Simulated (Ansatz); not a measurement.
An Ansatz (a program for electronic structure) run. Input:

Ansatz 0.2 input:
```yaml
crystal:
  lattice:
    - [-2.9699659567, 2.9699659567, 5.8882157839]
    - [2.9699659567, -2.9699659567, 5.8882157839]
    - [2.9699659567, 2.9699659567, -5.8882157839]
  atoms:
    - { symbol: Zn, position: [0.0, 0.0, 0.0] }
    - { symbol: Si, position: [0.5, 0.5, 0.0] }
    - { symbol: Cu, position: [0.75, 0.25, 0.5] }
    - { symbol: Cu, position: [0.25, 0.75, 0.5] }
    - { symbol: Te, position: [0.3877496323, 0.8738675339, 0.0] }
    - { symbol: Te, position: [0.1261324661, 0.1261324661, 0.5138820984] }
    - { symbol: Te, position: [0.8738675339, 0.3877496323, 0.0] }
    - { symbol: Te, position: [0.6122503677, 0.6122503677, 0.4861179016] }
kpoints:
  mp_grid: { grid: [4, 4, 4] }
hamiltonian:
  xc: hse06
  pseudopotentials: { kind: paw }
scf:
  n_extra_bands: 8
  occupations: { method: fixed }
output:
  eigenvalues: true
  eigenstates:
    e_range: [-9.0, 8.3]
    kpoints:
      - [0.0, 0.0, 0.0]  # VBM
      - [0.0, 0.0, 0.5]  # CBM
```

Output (shortened):

```
Pseudopotentials: kind: paw
Pseudopotential: Zn, paw, valence charge 12
Pseudopotential: Si, paw, valence charge 4
Pseudopotential: Cu, paw, valence charge 19
Pseudopotential: Te, paw, valence charge 16
Functional definition: HSE06
davidson cushion auto → on  (no smearing: the cushion is to keep the highest requested band from converging to the state above it …
Crystal: 8 atoms, lattice volume = 207.753 Å³
Basis set: ecut = 420 eV, 4031 PW (Γ)
Bands: 67, of which v1, the nominal top of the filled ones, is band 59 counted from 1 (58 counted from 0)
Symmetry: 8 space group operations
Space group: I-42m (ITA 121), of the structure as read, at distance tolerance 5.9e-5 Å
k-points: 13 of 64 (time reversal used)
PAW frozen core: Zn, regenerated for the run's functional, and the local potential with it
PAW frozen core: Si, regenerated for the run's functional, and the local potential with it
PAW frozen core: Cu, regenerated for the run's functional, and the local potential with it
PAW frozen core: Te, regenerated for the run's functional, and the local potential with it
Initial wavefunctions: pseudopotential atomic-orbital guess
Eigensolver: davidson
Functional: x = pbe(κ = 0.804, μ = 0.2195149727645171), c = pbe(β = 0.06672455060314922), warm-up for x = pbe(κ = 0.804, μ = 0.2195149727645171) + 0.25 (exact …
SCF iter   1: F=—  HF=-45126.309910 eV  |F-HF|=—  |Δ(HF+E_count)|=         —  Δρ=1.20e-3  dr2=3.51e-3  ethr=1.77e-3  ⟨swp⟩=9.8  Hψ=3897  notcnv=0
preconditioner: auto → none
SCF iter   2: F=—  HF=-45126.312395 eV  |F-HF|=—  |Δ(HF+E_count)|=   2.48e-3  Δρ=1.65e-3  dr2=5.21e-3  ethr=2.98e-6  ⟨swp⟩=5.5  Hψ=3195  notcnv=0
SCF iter   3: F=—  HF=-45126.311863 eV  |F-HF|=—  |Δ(HF+E_count)|=   5.31e-4  Δρ=1.07e-3  dr2=1.86e-3  ethr=2.98e-6  ⟨swp⟩=4.0  Hψ=2427  notcnv=0
iter 4 solved again at ethr=6.23e-8 eV; its pass at ethr=1.57e-6 eV (dr2=7.35e-5 eV) is discarded
SCF iter   4: F=—  HF=-45126.311628 eV  |F-HF|=—  |Δ(HF+E_count)|=   2.35e-4  Δρ=2.06e-4  dr2=7.98e-5  ethr=6.23e-8  ⟨swp⟩=3.7  Hψ=4194  notcnv=0
SCF iter   5: F=—  HF=-45126.311678 eV  |F-HF|=—  |Δ(HF+E_count)|=   5.01e-5  Δρ=8.17e-5  dr2=9.64e-6  ethr=6.23e-8  ⟨swp⟩=4.0  Hψ=2333  notcnv=0
SCF iter   6: F=-45126.311698 eV  HF=-45126.311696 eV  |F-HF|=2.07e-6  |Δ(HF+E_count)|=   1.75e-5  Δρ=2.75e-5  dr2=9.38e-7  ethr=8.17e-9  ⟨swp⟩=3.9  Hψ=2380  notcnv=0
SCF 1 stopped early in 6 iterations: F = -45126.311698 eV  dr2 = 9.38e-7
Crystal: 8 atoms, lattice volume = 207.753 Å³
Initial density: handed on by an earlier stage of this run
Initial wavefunctions: those handed on with the density
Functional: x = pbe(κ = 0.804, μ = 0.2195149727645171) + 0.25 (exact − pbe) at short range (hse, ω = 0.20786987370883472 Å⁻¹), c = pbe(β = 0.06672455060314922); HSE06 as pw.x's `hse` composes it (authors' and Libxc's form: `xc: wpbeh`)
Exchange kernel: α = 0.2500, screened, ω = 0.2079 Å⁻¹, Wigner–Seitz truncation, v(0) = 1046.8043 eV·Å³, q-mesh 4×4×4, nearest image of the exchange supercell L …
Frozen-core exchange: fock
SCF iter   1: F=—  HF=-45143.522105 eV  |F-HF|=—  |Δ(HF+E_count)|=         —  Δρ=2.90e-2  dr2=1.34e0  ethr=7.95e-9  ⟨swp⟩=10.2  Hψ=6725  notcnv=0
preconditioner: auto → none
SCF iter   2: F=—  HF=-45143.691934 eV  |F-HF|=—  |Δ(HF+E_count)|=   1.70e-1  Δρ=3.40e-2  dr2=1.98e0  ethr=7.95e-9  ⟨swp⟩=9.2  Hψ=6467  notcnv=0
SCF iter   3: F=—  HF=-45143.253696 eV  |F-HF|=—  |Δ(HF+E_count)|=   4.38e-1  Δρ=2.06e-3  dr2=1.19e-2  ethr=7.95e-9  ⟨swp⟩=8.1  Hψ=5721  notcnv=0
SCF iter   4: F=—  HF=-45143.296068 eV  |F-HF|=—  |Δ(HF+E_count)|=   4.24e-2  Δρ=2.59e-3  dr2=9.56e-3  ethr=7.95e-9  ⟨swp⟩=7.4  Hψ=4726  notcnv=0
SCF iter   5: F=—  HF=-45143.293960 eV  |F-HF|=—  |Δ(HF+E_count)|=   2.11e-3  Δρ=1.38e-3  dr2=4.61e-3  ethr=7.95e-9  ⟨swp⟩=6.1  Hψ=4184  notcnv=0
SCF iter   6: F=—  HF=-45143.293129 eV  |F-HF|=—  |Δ(HF+E_count)|=   8.31e-4  Δρ=1.28e-4  dr2=3.17e-4  ethr=7.95e-9  ⟨swp⟩=6.2  Hψ=3899  notcnv=0
SCF iter   7: F=—  HF=-45143.295476 eV  |F-HF|=—  |Δ(HF+E_count)|=   2.35e-3  Δρ=9.86e-4  dr2=1.29e-3  ethr=7.95e-9  ⟨swp⟩=5.5  Hψ=3901  notcnv=0
SCF iter   8: F=—  HF=-45143.295203 eV  |F-HF|=—  |Δ(HF+E_count)|=   2.73e-4  Δρ=2.99e-4  dr2=1.69e-4  ethr=7.95e-9  ⟨swp⟩=5.0  Hψ=3469  notcnv=0
SCF iter   9: F=-45143.295163 eV  HF=-45143.295171 eV  |F-HF|=7.65e-6  |Δ(HF+E_count)|=   3.19e-5  Δρ=7.35e-5  dr2=1.57e-5  ethr=7.95e-9  ⟨swp⟩=4.0  Hψ=2698  notcnv=0
SCF 2 stopped early in 9 iterations: F = -45143.295163 eV  dr2 = 1.57e-5
hybrid outer 1: dexx = +5.503e-2 eV, tail = 4.52e-4 eV
Crystal: 8 atoms, lattice volume = 207.753 Å³
Exchange kernel: α = 0.2500, screened, ω = 0.2079 Å⁻¹, Wigner–Seitz truncation, v(0) = 1046.8043 eV·Å³, q-mesh 4×4×4, nearest image of the exchange supercell L …
Frozen-core exchange: fock
SCF iter   1: F=—  HF=-45143.294941 eV  |F-HF|=—  |Δ(HF+E_count)|=         —  Δρ=6.90e-5  dr2=1.37e-5  ethr=1.91e-6  ⟨swp⟩=3.2  Hψ=1974  notcnv=0
preconditioner: auto → none
SCF iter   2: F=—  HF=-45143.294943 eV  |F-HF|=—  |Δ(HF+E_count)|=   2.02e-6  Δρ=3.52e-5  dr2=2.18e-6  ethr=1.12e-8  ⟨swp⟩=4.3  Hψ=2795  notcnv=0
iter 3 solved again at ethr=6.63e-11 eV; its pass at ethr=1.37e-9 eV (dr2=7.83e-8 eV) is discarded
SCF iter   3: F=—  HF=-45143.294942 eV  |F-HF|=—  |Δ(HF+E_count)|=   3.97e-7  Δρ=8.17e-6  dr2=4.97e-7  ethr=6.63e-11  ⟨swp⟩=3.0  Hψ=4343  notcnv=0
SCF iter   4: F=—  HF=-45143.294945 eV  |F-HF|=—  |Δ(HF+E_count)|=   2.86e-6  Δρ=1.08e-5  dr2=2.52e-7  ethr=6.51e-11  ⟨swp⟩=6.0  Hψ=3236  notcnv=0
SCF iter   5: F=-45143.294945 eV  HF=-45143.294945 eV  |F-HF|=1.43e-8  |Δ(HF+E_count)|=   7.06e-8  Δρ=2.50e-6  dr2=1.72e-8  ethr=6.51e-11  ⟨swp⟩=4.0  Hψ=2494  notcnv=0
SCF 3 converged in 5 iterations: F = -45143.294945 eV  dr2 = 1.72e-8
hybrid outer 2: dexx = +3.610e-6 eV, tail = 2.01e-7 eV, Δε = 6.42e-3 eV (about 2.34e-4 eV left of the loop's levels)
NSCF: frozen V_eff on 2 k-points
hybrid SCF converged: 2 outer / 14 inner (+6 warm-up), last move |dexx| = 3.61e-6 eV, tail = 2.01e-7 eV
Stability not checked (fock_operator)
Free energy (F): -45143.294946 eV
Frozen-core exchange: fock
Harris-Foulkes:  -45143.294946 eV  (|F-HF|=1.43e-8)
Internal energy: -45143.294946 eV  (E = F + TS)
E sigma→0 (E₀):  -45143.294946 eV
Fermi energy:    8.308617 eV
--- Per-component energies (eV) ---
  E_band       = -2299.603314
  E_kinetic    = 1496.483583
  E_local      = -19546.361628  (includes V_loc(G=0)·N_el)
  E_nonlocal   = 210.784793
  E_hartree    = 9742.308310
  E_xc         = -696.282360
  E_vxc        = -596.522013  (∫ρ·V_xc dr)
  E_exx        = -447.097660  (= α·E_x^exact, valence–valence)
  E_paw        = -24090.580198  (= ΣΔE_a)
  E_vpaw       = -2454.426109  (= ΣTr[D̂ρ^β])
  E_aug_tail   = -0.000539  (compensation charges beyond the density's cutoff)
  E_ewald      = -11811.957427
  E_core_change = -0.591818  (= ΣΔE_core)
  E_smearing   =  0.000000  (= −TS)
  E_closure    =  0.000000  (closes the sum)
  Σ components = -45143.294946   (vs F -45143.294946, Δ=0.00e0)
  [band-id]    e_kinetic+e_local+e_nonlocal+2·e_hartree+e_vxc+2·e_exx+e_vpaw+e_augmentation_tail = -2299.620615   (vs E_band -2299.603314, Δ=-1.73e-2)
--- Band table (eV; the first three rows and the last of 13) ---
  k-point 0: bands = ["-109.3305", "-109.3304", "-65.1748", "-65.1748", "-65.1745", "-65.1745", "-65.1261", "-65.1260", "-31.0871", "-31.0870", "-31.0852", "-31.0852", "-31.0491", "-31.0488", "-31.0470", "-31.0470", "-31.0125", "-31.0125", "-31.0125", "-31.0121", "-30.9103", "-30.9098", "-30.9098", "-30.9097", "-30.9089", "-30.9086", "-30.9065", "-30.9065", "-5.8854", "-3.9769", "-3.9623", "-3.9623", "-1.0363", "-0.9575", "-0.9575", "-0.9466", "-0.9453", "-0.4064", "2.3846", "2.8773", "3.2566", "3.8144", "3.8144", "3.9938", "4.1526", "4.1526", "4.1678", "4.8890", "4.9409", "4.9769", "5.0190", "5.0190", "5.4053", "5.4342", "5.4342", "5.5242", "8.2594", "8.3086", "8.3086", "9.4478", "10.1998", "11.6180", "11.8533", "11.8533", "12.3126", "12.7602", "13.4382"]
  k-point 1: bands = ["-109.3305", "-109.3305", "-65.1749", "-65.1747", "-65.1747", "-65.1745", "-65.1261", "-65.1260", "-31.0870", "-31.0865", "-31.0855", "-31.0854", "-31.0489", "-31.0482", "-31.0477", "-31.0471", "-31.0126", "-31.0125", "-31.0124", "-31.0119", "-30.9102", "-30.9101", "-30.9100", "-30.9095", "-30.9086", "-30.9078", "-30.9075", "-30.9067", "-5.5609", "-4.2900", "-4.1531", "-4.0141", "-1.0837", "-0.9792", "-0.9674", "-0.9418", "-0.9379", "-0.0976", "2.3612", "2.6125", "3.3735", "3.5561", "3.8949", "3.9895", "4.0975", "4.1707", "4.2732", "4.6289", "4.6577", "4.8964", "4.9973", "5.2381", "5.5821", "6.0064", "6.1109", "6.3023", "6.8405", "7.0596", "8.0722", "10.0718", "11.2308", "11.7641", "11.9290", "12.4571", "12.7468", "13.4386", "13.4883"]
  k-point 2: bands = ["-109.3305", "-109.3305", "-65.1749", "-65.1749", "-65.1745", "-65.1745", "-65.1261", "-65.1261", "-31.0872", "-31.0861", "-31.0856", "-31.0855", "-31.0489", "-31.0486", "-31.0471", "-31.0471", "-31.0127", "-31.0126", "-31.0125", "-31.0117", "-30.9103", "-30.9102", "-30.9100", "-30.9094", "-30.9084", "-30.9083", "-30.9071", "-30.9067", "-5.1162", "-4.3696", "-4.3540", "-4.3260", "-1.0298", "-1.0013", "-0.9718", "-0.9706", "-0.9343", "-0.0141", "1.9951", "2.1725", "3.3214", "3.5990", "4.1164", "4.1335", "4.1715", "4.2516", "4.5088", "4.5592", "4.5709", "4.8872", "4.9135", "5.1777", "5.5938", "6.1460", "6.5701", "6.5736", "7.5366", "7.7062", "7.7795", "9.3125", "10.6672", "11.2761", "12.1915", "12.8376", "12.9716", "13.3745", "13.4276"]
  k-point 12: bands = ["-109.3305", "-109.3304", "-65.1748", "-65.1748", "-65.1745", "-65.1745", "-65.1260", "-65.1260", "-31.0890", "-31.0851", "-31.0851", "-31.0851", "-31.0494", "-31.0484", "-31.0470", "-31.0470", "-31.0131", "-31.0125", "-31.0125", "-31.0115", "-30.9112", "-30.9099", "-30.9099", "-30.9089", "-30.9089", "-30.9086", "-30.9066", "-30.9066", "-5.3702", "-4.8433", "-3.9763", "-3.9763", "-1.0070", "-0.9968", "-0.9700", "-0.9700", "-0.9506", "-0.1542", "2.7899", "2.7971", "3.6127", "3.7676", "3.7676", "4.2696", "4.2696", "4.2912", "4.4348", "4.6971", "4.8897", "4.9765", "5.3010", "5.3010", "5.6505", "5.8660", "6.0851", "6.0851", "6.3187", "7.0891", "7.0891", "9.7861", "10.5191", "10.5485", "10.5485", "10.8673", "11.7268", "12.8635", "13.2819"]
  band table: 67 of 67 bands, residual norms ≤ 1.0e-3 eV
```

Cost: roughly 8 core-minutes on shared cores.

The points marked VBM and CBM come from a semilocal run.

The first step of the workflow began from a Materials Project structure, measured or hypothetical; the Crystallography Open Database copy checked does not list it. Whether it is the stable phase at ambient conditions was not checked. The cell was relaxed with PBEsol under the symmetry of its start; whether a distortion lowers the energy is not shown. No spin polarisation was allowed. Scalar-relativistic: spin–orbit coupling is off unless named, which matters more the heavier the elements.

Potentials: the later of the program's two PAW sets.

Ansatz is a plane-wave DFT program.
